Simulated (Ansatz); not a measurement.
Consider the following.

YTl (CsCl type, Pm-3m), a = b = c = 3.777 Å, α = β = γ = 90.00°.

This is the r²SCAN-relaxed structure.

### Question
All from r²SCAN (plane waves, PAW; program Ansatz), unless another level is named. Estimate the formation energy from the elements (no fitted shifts).

### Answer
-0.48 eV/atom.

### Question
And the density of states at the Fermi level?

### Answer
0.64 states/eV per atom (mean over ±0.08 eV).

The first step of the workflow began from a Materials Project structure, measured or hypothetical; the Crystallography Open Database files this formula in space group No. 221, but the cells were not matched. Whether it is the stable phase at ambient conditions was not checked. The cell was relaxed with r²SCAN under the symmetry of its start; its stability against distortions is not shown here. The run is not spin-polarised. The references are the lowest solids computed at this level, not always the standard phases. Scalar-relativistic: spin–orbit coupling is off unless named, which matters more the heavier the elements.

Potentials: the later of the program's two PAW sets.
